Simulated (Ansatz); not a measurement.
# RbLuSe2: pressure and gap against volume

A database entry relaxed whole under r2SCAN (R-3m):

```
Rb Lu Se
1.0
     2.06943    1.19479    7.93089
    -2.06943    1.19479    7.93089
     0.00000   -2.38957    7.93089
Rb Lu Se
1 1 2
Cartesian
  0.0000 0.0000 0.0000
  0.0000 0.0000 11.8963
  0.0000 0.0000 5.4933
  0.0000 0.0000 18.2994
```

The cell was scaled uniformly, its shape held, and the atoms relaxed at each volume with plane-wave PAW DFT (Ansatz 0.2.0; r2SCAN, 500 eV, 8×8×8 Γ-centred mesh, fermi-dirac occupations of width 0.020 eV; no spin, no spin-orbit coupling). One row is withheld.

```tsv
volume (Å³/atom)	energy over the lowest (meV/atom)	pressure (GPa)	gap over mesh and path (eV)
27.649	15.6	2.96	2.173
28.237	6.8	1.88	2.236
28.826	1.7	0.90	2.295
29.414	0.0	0.04	2.351
30.002	?	?	?
30.591	5.4	-1.46	2.449
31.179	12.0	-2.09	2.494
```

Fit the pressures of the other rows to the third-order Birch-Murnaghan form.

With f = [(V₀/V)^(2/3) − 1]/2 and P = 3B₀f(1 + 2f)^(5/2)[1 + 3(B₀′ − 4)f/2], least squares gives V₀ = 29.44 Å³ an atom, B₀ = 41.2 GPa and B₀′ = 4.4; the rows miss the fit by less than 0.01 GPa. The slope of the energies differs from these pressures by less than 0.05 GPa.

How does the gap move with volume?

A parabola in ln(V/V₀) through the other rows has the slope dE_g/d ln V = +2.7 eV at V₀, so by B₀ the gap moves by -64 meV a GPa at this fixed shape: it narrows under pressure.

What does the withheld row hold?

The fit gives -0.75 GPa at 30.002 Å³; the run gave -0.76 GPa and 1.4 meV an atom. Its gap is 2.402 eV, against 2.402 eV from the parabola.

Caveats: the shape of the cell was held, so B₀ is an upper bound where the axes differ in stiffness; 0 K, fixed nuclei; the symmetry was kept, and this need not be the phase that is stable at 0 K; one mesh for all volumes; r2SCAN gaps lie as a rule under measured ones; the slope of the gap can be off by tens of per cent, more where shallow d levels or spin-orbit coupling act on the edges; no spin-orbit coupling, which narrows gaps of heavier elements; pressure is positive in compression.
